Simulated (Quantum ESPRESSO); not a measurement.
```
CdZnSe2
1.0
    4.12460     0.00000     0.00000
   -2.06230     3.57201     0.00000
    0.00000     0.00000     6.82664
Zn Se Cd
1 2 1
Direct
  0.00000   0.00000   0.00121
  0.66667   0.33333   0.10912
  0.00000   0.00000   0.64427
  0.66667   0.33333   0.49341
```

Cell and atoms were relaxed with PBEsol from Materials Project entry mp-1215451, within its symmetry.

What does PBEsol (pw.x of Quantum ESPRESSO, ONCV potentials, with spin-orbit coupling) give for the electronic structure near the Fermi level?

The PBEsol gap is direct, 0.53 eV at Γ. 

The structure is a Materials Project entry; no match was found in the copy of COD used, and its stability was not checked.
